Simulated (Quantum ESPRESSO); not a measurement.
W6TaAl, a guest atom moved from site to site

Simulated, not a measurement. The program is pw.x of Quantum ESPRESSO 7.5 (plane-wave density functional theory). The cell is made up: eight metal atoms on a face-centred cubic lattice, with elements, volume, strain and displacements drawn at random and not relaxed, so it may be unstable or far from any real phase. PseudoDojo standard norm-conserving files set the functional (PBE unless stated); there is no spin polarisation or spin-orbit coupling, the Fermi-Dirac width of 0.25 eV means electrons at about 2900 K, and the masses in the input are unused placeholders. Heavy elements are run without spin-orbit coupling, which real alloys of them have. A spin test at this wide smearing found no moment, but such smearing suppresses magnetism that the real alloy may have.

The runs move one Ta atom among sites that otherwise hold W. Cell, positions, cutoff, mesh and smearing stay as in the input of run 1; sites are counted in its order. Stress in the tables is positive in tension.

Input of run 1:

```
&control calculation='scf', pseudo_dir='./dojo.nc.sr.pbe.v0_5.standard.upf', outdir='./o', disk_io='minimal', tprnfor=.true., tstress=.true. /
&system ibrav=0, nat=8, ntyp=3, nbnd=67, ecutwfc=74.01313486, nosym=.true., tot_charge=0,
 occupations='smearing', smearing='fd', degauss=0.0183746611
/
&electrons conv_thr=1.470e-08, electron_maxstep=70, mixing_beta=0.5 /
ATOMIC_SPECIES
Al 1.0 Al.upf
Ta 1.0 Ta.upf
W 1.0 W.upf
CELL_PARAMETERS angstrom
-0.035 4.0236 0.0577
-4.0633 -0.0227 -4.086
-3.9685 0.0926 3.9914
ATOMIC_POSITIONS angstrom
W -0.0323 -0.0001 0.0231
Ta -2.0152 0.09 1.9606
W -1.9882 0.0029 -2.0453
W -3.9669 -0.0108 -0.0439
Al -2.0684 1.9919 0.0515
W -4.0457 2.1054 2.0954
W -4.0416 1.9899 -2.0393
W -6.0564 1.9675 -0.0353
K_POINTS automatic
6 4 4 1 1 1
```

```
run  elements on sites 1 to 8  free energy less that of run 1 (eV)  -TS (eV)  pressure (GPa)  stress xx (GPa)  stress yy (GPa)  stress zz (GPa)  stress yz (GPa)  stress xz (GPa)  stress xy (GPa)  iterations
  1         W Ta W W Al W W W                                0.000    -1.518            3.98            -3.34            -5.00            -3.60             1.10            -0.28            -0.52          15
  2         W W Ta W Al W W W                                0.015    -1.517            3.98            -3.42            -5.19            -3.34             0.98            -0.35            -0.40          15
  3         W W W Ta Al W W W                               -0.037    -1.517            3.96            -3.39            -4.87            -3.61             1.20            -0.35            -0.36          15
  4         W W W W Al Ta W W                               -0.014    -1.499            3.98            -3.16            -5.57            -3.21             1.27             0.75            -0.50          14
  5         W W W W Al W Ta W                               -0.117    -1.477            3.78            -2.77            -5.50            -3.09             1.21            -1.08            -0.54          14
  6         W W W W Al W W Ta                                0.217    -1.539            4.54            -4.06            -5.14            -4.43             0.87            -0.52            -0.34          14
```

Forces Fx Fy Fz (eV/Å):

| site | run 1 | run 2 | run 3 | run 4 | run 5 | run 6 |
| --- | --- | --- | --- | --- | --- | --- |
| 1 | -0.20 -0.39 0.05 | -0.26 -0.39 0.28 | -0.37 -0.46 0.21 | -0.36 -0.39 0.70 | -0.39 -0.34 -0.23 | -0.78 -0.48 0.18 |
| 2 | 0.08 -1.09 0.61 | 0.07 -0.93 0.45 | 0.28 -0.81 0.60 | 0.46 -0.87 0.41 | -0.30 -0.96 0.39 | 0.05 -0.89 -0.01 |
| 3 | -0.06 -0.62 0.45 | -0.19 -0.65 0.56 | -0.01 -0.51 0.37 | -0.63 -0.54 0.43 | 0.29 -0.53 0.46 | -0.03 -0.62 0.91 |
| 4 | -0.48 -0.06 -0.38 | -0.45 -0.08 -0.13 | -0.44 -0.03 -0.21 | -0.32 0.05 -0.51 | -0.28 -0.06 0.23 | 0.07 -0.07 -0.17 |
| 5 | 0.04 0.51 -0.50 | 0.05 0.40 0.00 | 0.37 0.42 -0.18 | 0.03 0.41 -0.18 | 0.07 0.40 -0.20 | 0.04 0.41 -0.19 |
| 6 | -0.17 -0.04 -0.76 | 0.77 -0.01 -0.75 | 0.24 -0.14 -0.46 | 0.35 -0.13 -0.96 | 0.18 -0.03 -0.74 | 0.15 -0.04 -0.81 |
| 7 | 0.19 0.47 0.16 | -0.54 0.39 0.16 | -0.22 0.39 -0.27 | -0.17 0.43 0.13 | -0.21 0.48 0.16 | -0.22 0.36 0.21 |
| 8 | 0.61 1.22 0.38 | 0.55 1.26 -0.56 | 0.15 1.13 -0.07 | 0.64 1.05 -0.03 | 0.65 1.04 -0.07 | 0.72 1.33 -0.12 |

The sites are displaced and not relaxed, so the energy differences mix bonding between neighbours with strain and are not ordering energies. A rerun of one cell of this series at a higher cutoff and on a denser mesh moved values by no more than 0.011 eV in energy, 0.11 GPa in stress and 0.014 eV/Å in force, and a second program with other atomic files agreed on that cell to 2 % rms in force and 0.5 GPa in pressure.